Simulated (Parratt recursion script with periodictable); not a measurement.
Sharing the period between Si and Mo in a mirror for 13.5 nm

```
layer, from the top  thickness (Å)  density (g/cm³)  rms roughness of its top face (Å)  δ at 13.5 nm  β at 13.5 nm
-------------------  -------------  ---------------  ---------------------------------  ------------  ------------
Si (in each period)         varied            2.313                                  3  9.927 × 10⁻⁴      0.001813
Mo (in each period)         varied           10.026                                  3       0.07476      0.006314
Si (substrate)                   –            2.313                                  3  9.927 × 10⁻⁴      0.001813
```

The refractive index is n = 1 − δ + iβ; the runs take δ and β at each wavelength of the scan. Vacuum lies above.

Densities are inputs, not measurements. They were set from computed cells of the Materials Project: Si from entry mp-149 (Fd-3m, 2.313 g/cm³); Mo from entry mp-129 (Im-3m, 10.026 g/cm³). A layer's crystal structure does not enter its constants, only its composition and density.

Model: EUV and soft X-ray reflectivity, Parratt recursion, Névot-Croce roughness, Henke tables. Program: Parratt recursion script with periodictable 1.7.1.

Light falls at α = 20° from the surface normal. It is p-polarised. The wavelength is scanned from 12.42 to 14.58 nm in 161 evenly spaced points, without smoothing. The peak is the highest scan point; its wavelength and height come from a parabola through R at that point and its two neighbours.

The pair is repeated 60 times. The runs differ in the two thicknesses alone; Γ is the share of Mo in the period D.

| Si (Å) | Mo (Å) | Γ | peak λ (nm) | peak R (%) |
|---|---|---|---|---|
| 58.3 | 14.6 | 0.20 | 13.485 | 55.6 |
| 51 | 21.9 | 0.30 | ? | ? |
| 43.7 | 29.2 | 0.40 | 13.312 | 64.8 |
| 36.5 | 36.5 | 0.50 | 13.235 | 63.6 |

Question: Estimate the peak wavelength and height at Γ = 0.30.

Answer: Wavelength: with δ̄ the thickness-weighted δ at 13.5 nm and α the angle from the normal (sin²α = 0.1170), λ ≈ 2D[(1 − δ̄)² − sin²α]^½.

| Γ | D (Å) | δ̄ | λ by hand (nm) | run minus hand (nm) |
|---|---|---|---|---|
| 0.20 | 72.9 | 0.0158 | 13.455 | 0.030 |
| 0.30 | 72.9 | 0.0232 | 13.340 | to find |
| 0.40 | 72.9 | 0.0305 | 13.226 | 0.086 |

The difference, interpolated in Γ, is 0.058 nm, so λ ≈ 13.340 + 0.058 = 13.398 nm.

Height: the parabola through the rows at Γ = 0.20, 0.40, 0.50 has weights 0.333, 1.000, −0.333 at Γ = 0.30, which give 62.1 %.

The run gave 13.401 nm and 63.0 %, so the estimates miss by 0.003 nm and 0.9 points. Of these 4 runs, Γ = 0.40 has the highest peak.
